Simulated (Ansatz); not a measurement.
# SnSe: an elastic constant from a strain scan

The calculation used DFT r2SCAN, scalar-relativistic, plane waves, PAW in Ansatz. Cutoff 500 eV, Γ-centred 6×6×4 k-points, Gaussian smearing of 0.05 eV. No spin polarisation. Energies are free energies at this smearing, counted from the undisturbed cell; pressure is positive in compression.

The undisturbed cell (relaxed at this level; this form isn't the usual structure):

```
Sn Se
1.0
     4.28609    0.00000    0.00000
     0.00000    4.28609    0.00000
     0.00000    0.00000   10.98985
Sn Se
2 2
Direct
  0.50000 0.00000 0.37139
  0.00000 0.50000 0.62861
  0.50000 0.00000 0.61509
  0.00000 0.50000 0.38491
```

The cell holds layers and no dispersion correction was added, so their binding is poorly described.

The cell is strained by ε times the Voigt pattern (1, -1, 0, 0, 0, 0) (xx, yy, zz, yz, xz, xy; engineering shear) with fractional coordinates fixed. The cell holds 4 atoms in V0 = 201.89 Å³. The stress column is τ = (1/V0) dE/dε, got from the stress tensor σ (compression positive) at each point as −det(1 + εP) σ : P(1 + εP)⁻¹, with P the pattern as a tensor.

```csv
ε,ΔE (meV/atom),τ (GPa)
-0.0875,48.872,-3.652
-0.0750,35.626,-3.080
-0.0625,24.581,-2.533
-0.0500,15.650,-2.005
-0.0250,3.886,-0.989
0.0000,0.000,0.000
0.0250,3.886,0.989
0.0500,15.650,2.005
0.0625,24.581,2.533
0.0750,35.626,3.080
0.0875,48.872,3.652
0.1000,?,?
```

Question: Which combination of elastic constants does this scan measure, and how large is it?

Answer: For small ε, τ = τ0 + Kε with K = pᵀCp, which for this pattern is C11 + C22 − 2 C12 in the Cartesian frame shown. The parabola through τ at ε = -0.0250, 0 and 0.0250 has slope K = 40 GPa at zero. The energies per cell, E = NΔE, of the same two points give K = 2[E(ε₊)/ε₊ − E(ε₋)/ε₋]/[(ε₊ − ε₋)V0] = 39 GPa, in agreement. These are clamped-ion values.

Question: Predict the withheld row at ε = 0.1000 from the harmonic law, and compare.

Answer: ΔE = V0(τ0 ε + Kε²/2)/N = 62.318 meV/atom and τ = 3.96 GPa. The calculation gives 64.427 meV/atom and 4.25 GPa, a miss of 3.4 % of the harmonic energy, so the harmonic law still holds here.

Forces appear on the atoms along this scan, and letting them relax would lower the energy and soften the response.